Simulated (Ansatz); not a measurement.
The relaxed structure here is a generated cell of Sb: the first start was made by placing the elements on the sites of a structure type, and the end was not matched to a known phase here, so it may be hypothetical. Known forms of Sb include space group No. 166.

A relaxed cell of Sb (Pm-3m (No. 221)), relaxed on a k-mesh at least as fine as the one used below. Level of theory: PBEsol (plane waves to 420 eV, PAW, scalar-relativistic; Ansatz, a quantum-chemistry and plane-wave program). Γ-centred k-mesh 11×11×11 on the run's cell (coarser than for final values), Fermi–Dirac smearing 0.05 eV.

```
Sb
1.0
    6.11921     0.00000     0.00000
    3.05960     3.05960     0.00000
    3.05960     0.00000     3.05960
Sb
2
Direct
  0.75000   0.50000   0.50000
  0.25000   0.50000   0.50000
```

The atoms are displaced along an unstable phonon of this cell by (Å):

```csv
atom,ux,uy,uz
Sb1,0.000,0.000,-0.150
Sb2,0.000,0.000,0.150
```

Question: What forces (eV/Å) and pressure result?

Answer: 
```tsv
atom	Fx	Fy	Fz
Sb1	0.00	0.00	0.51
Sb2	0.00	0.00	-0.51
```

Pressure +2.3 GPa.

The undisplaced cell is probably no minimum: from this displacement the run went on to I4/mmm (No. 139), 0.02 eV/atom below it.

No spin polarisation in the result. The relaxed primitive cell holds an odd number of electrons. A magnetic state may lie lower.
